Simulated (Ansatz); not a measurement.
# Phases of C at 390 GPa

Structure types of C are relaxed in primitive cells with their symmetry kept at 390 GPa, on PAW files; LAPW relaxes the small cells further and takes the PAW cell for the others (marked *). The enthalpy is E + pV at zero temperature, without zero-point motion. Only the types listed were tried, and differences under about 5 meV/atom are mesh noise. The real phase may be another.

Computed with Ansatz 0.2.0; functional LDA, scalar-relativistic. Settings: Fermi–Dirac smearing of 0.1 eV, no spin polarisation. Methods: LAPW: all electrons, basis error target 0.5 meV/atom; PAW: frozen-core files, cutoff 420 eV.

k meshes: fcc 28×28×28, bcc 28×28×28, hcp 26×26×14, sc 25×25×25, graphite 17×17×6, beta tin 27×27×27.

The PAW files were made under PBE.

Q: Which type is lowest in enthalpy, and by how much?

A: diamond, 1453 meV/atom below graphite. The whole table:

```
start type                  ends as          a, b, c (Å)  V (Å³/atom)  H − H(lowest), LAPW (meV/atom)  same, PAW
       fcc               fcc, Fm-3m  2.409, 2.409, 2.409         3.50                          5010.0     5019.4
       bcc               bcc, Im-3m  1.920, 1.920, 1.920         3.54                          4524.0     4529.8
       hcp  distorted hcp, P6_3/mmc  1.495, 1.495, 3.649         3.53                          4308.6     4316.6
        sc                sc, Pm-3m  1.503, 1.503, 1.503         3.40                          1980.1     1977.8
 graphite*       graphite, P6_3/mmc  2.200, 2.200, 3.695         3.87                          1453.4     1455.1
  beta tin           diamond, Fd-3m  3.084, 3.084, 3.084         3.67                             0.0        0.0
```
